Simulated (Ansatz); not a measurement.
C in space group P6_122 (No. 178; C on 6b), r²SCAN in the plane-wave PAW code Ansatz. The conduction-band minimum lies on the Γ–A line, 39 % of the way from Γ, with 2 equivalent valleys. Second derivatives d²E/dk² of the lowest band at one valley (eV·Å²), along Cartesian directions:

```tsv
direction	d²E/dk²
[100]	1.057
[010]	1.057
[001]	26.64
[110]	1.057
[101]	13.84
[011]	13.84
```

Q: Find the principal effective masses, the density-of-states mass and the conductivity mass.

A: Off-diagonal terms follow from H_xy = H[110] − (H_xx + H_yy)/2, and m*/mₑ = 7.620 eV·Å² over each eigenvalue: 0.29, 7.2, 7.2. One valley's DOS mass (m₁m₂m₃)^(1/3) = 2.5, conductivity mass 3/(Σ 1/mᵢ) = 0.80 mₑ.

Q: What effective density of states Nc follows at 300 K for parabolic valleys?

A: Nc = 2.509e19 × 2 × (2.5)^(3/2) ≈ 2.0e20 cm⁻³.

The start of the workflow was typed in or built on a structure type; neither database checked (COD, Materials Project) lists it. It is not the phase usual at ambient conditions (space group No. 194, 227). The cell was relaxed with r²SCAN under the symmetry of its start; its stability against distortions is not shown here.

Potentials: the earlier of the program's two PAW sets.

Edges and masses are those of Kohn–Sham bands, whose gap is no quasiparticle gap.
